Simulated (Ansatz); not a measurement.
SiNi in space group Pnma (No. 62; Si on 4c, Ni on 4c) at seven volumes, plane-wave PAW PBEsol (Ansatz code), shape and atoms relaxed at each. One row is withheld.

```tsv
V (Å³/atom)	P (GPa)
10.741	?
11.095	12.92
11.449	5.99
11.803	0.01
12.157	-5.07
12.511	-9.36
12.865	-12.95
```

Task: Fit the shown pressures and predict the withheld one.

Result: Third-order Birch–Murnaghan: P = (3/2)B₀(x^(7/2) − x^(5/2))[1 + (3/4)(B′ − 4)(x − 1)] with x = (V₀/V)^(2/3). Least squares on the six rows gives V₀ = 11.803 Å³/atom, B₀ = 182.3 GPa, B′ = 4.44. At V = 10.741, x = 1.0649 and P = 21.20 GPa. The run itself gave 20.52 GPa.

The PBEsol relaxation kept the symmetry of its start. No spin polarisation was allowed.

Potentials: the earlier of the program's two PAW sets. The files were generated under PBE; for other functionals the program regenerates the frozen cores, and for LDA and PBEsol the local potential too.
